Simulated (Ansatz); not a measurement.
NbRu:
```
CELL_PARAMETERS angstrom
      3.11954     0.00000     0.00000
      0.00000     3.11954     0.00000
      0.00000     0.00000     3.11954
ATOMIC_POSITIONS crystal
  Nb 0.00000 0.00000 0.00000
  Ru 0.50000 0.50000 0.50000
```

This is the LDA-relaxed structure.

### Question
All from LDA (plane waves, PAW; program Ansatz), unless another level is named. Estimate the density of states at the Fermi level.

### Answer
1.5 states/eV per atom (mean over ±0.08 eV).

### Question
What about the formation energy from the elements (no fitted shifts)?

### Answer
-0.14 eV/atom.

Space group Pm-3m (CsCl type). The workflow started from a Materials Project entry (that database holds measured and hypothetical structures alike); the Crystallography Open Database files this formula in space group No. 221, but the cells were not matched. Its standing as an ambient phase is unchecked. The LDA relaxation kept the symmetry of its start. At this level the phase is mechanically unstable. The run is not spin-polarised. The references are the lowest solids computed at this level, not always the standard phases. Spin–orbit coupling is left out wherever it is not named.

Potentials: the later of the program's two PAW sets.
